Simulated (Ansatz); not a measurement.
Method: DFT PBE, scalar-relativistic, plane waves, PAW in Ansatz 0.2.0. Settings: cutoff 420 eV, Γ-centred meshes spaced at most about 0.3 Å⁻¹, and about 0.25 Å⁻¹ or finer for metals (2π included), Gaussian smearing. No spin polarisation in the final relaxations.

Each of these unrelaxed guesses is relaxed in cell and atoms within its symmetry. A guess keeps its type if space group and coordination stay and the shape of the cell changes little (axis ratios within about 15 %, angles within 6°); the volume may change.

1. BeCdTeSe

Space group P4/mmm (No. 123). a = 3.947 Å, b = 3.947 Å, c = 5.568 Å, α = 90.00°, β = 90.00°, γ = 90.00°
```tsv
atom	site	symmetry	x	y	z
Be	1b	4/mmm	0.0000	0.0000	0.5000
Cd	1d	4/mmm	0.5000	0.5000	0.5000
Te	1a	4/mmm	0.0000	0.0000	0.0000
Se	1c	4/mmm	0.5000	0.5000	0.0000
```

2. TiSi6

Space group P6/mmm (No. 191). a = 4.881 Å, b = 4.881 Å, c = 4.136 Å, α = 90.00°, β = 90.00°, γ = 120.00°
| atom | site | symmetry | x | y | z |
| --- | --- | --- | --- | --- | --- |
| Ti | 1a | 6/mmm | 0.0000 | 0.0000 | 0.0000 |
| Si | 6k | m2m | 0.0000 | 0.3336 | 0.5000 |

3. AlCu5

Space group P-62m (No. 189). a = 4.894 Å, b = 4.894 Å, c = 4.422 Å, α = 90.00°, β = 90.00°, γ = 120.00°
```csv
atom,site,symmetry,x,y,z
Al,1b,-62m,0.0000,0.0000,0.5000
Cu,3f,m2m,0.6605,0.0000,0.0000
Cu,2d,-6..,0.3333,0.6667,0.5000
```

4. Ga5N

Space group F-43m (No. 216). a = 7.331 Å, b = 7.331 Å, c = 7.331 Å, α = 90.00°, β = 90.00°, γ = 90.00°
```json
{"atom": "Ga", "site": "16e", "symmetry": ".3m", "x": "0.3779", "y": "0.1221", "z": "0.8779"}
{"atom": "Ga", "site": "4a", "symmetry": "-43m", "x": "0.0000", "y": "0.0000", "z": "0.0000"}
{"atom": "N", "site": "4b", "symmetry": "-43m", "x": "0.5000", "y": "0.0000", "z": "0.0000"}
```

Task: Which guesses survive the relaxation?

Result: Guesses 1, 3 and 4 keep their type.

| guess | kept | start group | end group | V start (Å³/atom) | V end | b/a and c/a, end over start | nearest neighbours start | nearest neighbours end |
| --- | --- | --- | --- | --- | --- | --- | --- | --- |
| 1 | yes | P4/mmm | P4/mmm | 21.7 | 23.1 | 1.00, 1.00 | Be 6, Cd 6, Se 6, Te 6 | Be 6, Cd 6, Se 6, Te 6 |
| 2 | no | P6/mmm | P6/mmm | 12.2 | 17.3 | 1.00, 0.44 | Si 3, Ti 12 | Si 5, Ti 14 |
| 3 | yes | P-62m | P-62m | 15.3 | 12.3 | 1.00, 1.04 | Al 12, Cu 12 | Al 12, Cu 12 |
| 4 | yes | F-43m | F-43m | 16.4 | 23.6 | 1.00, 1.00 | Ga 1/12, N 4 | Ga 1/12, N 4 |

Neighbours count within 15 % of an atom's shortest distance; end groups are read at 0.02 Å (0.05 Å in metals).

Spin–orbit coupling, which can matter for Te, is left out. Cells relaxed within their symmetry can be saddle points.

In counts of neighbours, a slash parts the counts of unlike sites.
